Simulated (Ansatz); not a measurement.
Zr (hcp, Mg type), conventional cell a = b = 3.246 Å, c = 5.151 Å, α = β = 90.00°, γ = 120.00°. The calculation uses the primitive cell of 2 atoms, to which meshes and values per cell refer.

Grid over V/V₀ and (c/a)/(c/a)₀, subscript 0 meaning the relaxed cell; the conventional c axis lies along z; no internal relaxation.

Level of theory: r2SCAN (plane waves to 500 eV, PAW, scalar-relativistic; Ansatz, a program for electronic structure). k mesh 16×16×9 (Γ-centred), Fermi-Dirac smearing 0.05 eV. E stands for the smeared free energy. Stress and pressure are positive under compression. With partly filled bands, the response to shear is sensitive to the k mesh, so small differences along c/a are uncertain. Zr is run without spin polarisation. Zr was relaxed with its symmetry unable to fall. The zero of ΔE is the relaxed starting cell.

ΔE (meV/atom), with V/V₀ across and (c/a)/(c/a)₀ down:

```tsv
(c/a)/(c/a)₀ \ V/V₀	0.920	0.947	0.973	1.000	1.027	1.053	1.080
0.960	62	32	15	9	13	26	47
0.973	56	26	9	4	8	22	43
0.987	52	23	6	1	6	19	41
1.000	50	22	5	0	5	19	40
1.013	51	22	6	1	6	20	41
1.027	52	24	8	3	8	22	44
1.040	56	28	12	8	13	26	48
```

σxx (GPa), with V/V₀ across and (c/a)/(c/a)₀ down:

```
(c/a)/(c/a)₀ \ V/V₀  0.920  0.947  0.973  1.000  1.027  1.053  1.080
-------------------  -----  -----  -----  -----  -----  -----  -----
0.960                  7.5    4.3    1.3   -1.3   -3.6   -5.7   -7.5
0.973                  8.0    4.7    1.8   -0.8   -3.2   -5.3   -7.2
0.987                  8.5    5.2    2.2   -0.4   -2.8   -4.9   -6.8
1.000                  8.9    5.6    2.6    0.0   -2.4   -4.5   -6.4
1.013                  9.3    6.0    3.1    0.4   -2.0   -4.1   -6.0
1.027                  9.7    6.4    3.5    0.8   -1.6   -3.7   -5.7
1.040                 10.0    6.8    3.9    1.2   -1.2   -3.4   -5.3
```

Key numbers:

```
Item                                                                                                                              Result
--------------------------------------------------------------------------------------  ------------------------------------------------
Modulus against c/a change at fixed volume, (3/4V)·∂²E/∂(ln c/a)² (fit, atoms clamped)                                            52 GPa
Lowest place on the grid                                                                 V/V₀ = 1.000, (c/a)/(c/a)₀ = 1.000 (0 meV/atom)
Highest place on the grid                                                               V/V₀ = 0.920, (c/a)/(c/a)₀ = 0.960 (62 meV/atom)
```

(A scan under strain: stresses follow from slopes of the energy per volume, elastic moduli from its curvatures.)
